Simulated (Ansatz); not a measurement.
The start is a generated trial cell of SnTe in the rocksalt structure type. The cell and all atomic positions are relaxed at zero pressure with PBEsol (plane waves to 420 eV, PAW, scalar-relativistic; Ansatz, a program for electronic structure). First-step values are on the input's coarse k-mesh.

Ansatz input (later rounds restart from its end on a renewed k-mesh):
Ansatz 0.2 input:
```yaml
crystal:
  lattice:
    - [0, 3.0812, 3.0812]
    - [3.0812, 0, 3.0812]
    - [3.0812, 3.0812, 0]
  atoms:
    - { symbol: Te, position: [0, 0, 0] }
    - { symbol: Sn, position: [0.5, 0.5, 0.5] }
basis: { ecutwfc: 420, ecutrho_ratio: 4, xc_grid: 2, fft_grid_basis: typed }
kpoints: { mp_grid: { grid: [7, 7, 7] } }
hamiltonian:
  xc: pbesol
  dispersion: none
  pseudopotentials: { azcp: { folder: ./paw }, kind: paw }
scf: { occupations: { method: fermi_dirac, width: 0.05 } }
relax: { f_tol: 0.01, max_steps: 100, cell: { stress_tol: 0.02 } }
output: { forces: true, stress: true }
```

Q: What pressure does the first self-consistent step give?

A: +3.2 GPa (positive: the cell is compressed).

Q: By how much does the energy per atom fall from start to end?

A: 0.02 eV/atom.

Q: How do the shortest distances between atoms change?

A: The closest pairs of elements (up to four, under 3.6 Å), start → end: Sn–Te 3.08 → 3.14 Å.

Q: Is the relaxed structure metallic? Give its gap.

A: No clear gap: the sampled points leave 0.16 eV away from the symmetry points, which may be a band crossing missed between them.

Q: What does it relax into? Give the structure.

A: 
Space group Fm-3m (No. 225); a = b = c = 6.2895 Å, α = β = γ = 90.00°

```
atom  site  symmetry       x       y       z
----  ----  --------  ------  ------  ------
Te      4a      m-3m  0.0000  0.0000  0.0000
Sn      4b      m-3m  0.5000  0.5000  0.5000
```
(The calculation used a cell of 2 atoms; values per cell refer to that cell.)

The space group stays Fm-3m (No. 225) (the run could not lower it); the end is rock salt type, with 2 atoms in the primitive cell. Final values are on a 13×13×13 k-mesh of the relaxed cell. No spin polarisation in the result. Without spin-orbit coupling the bands of the heavy element are not split, so the gap can be far off.

The run could not lose the symmetry of its start.

All atoms sit on sites fixed by symmetry, so only the cell could relax.
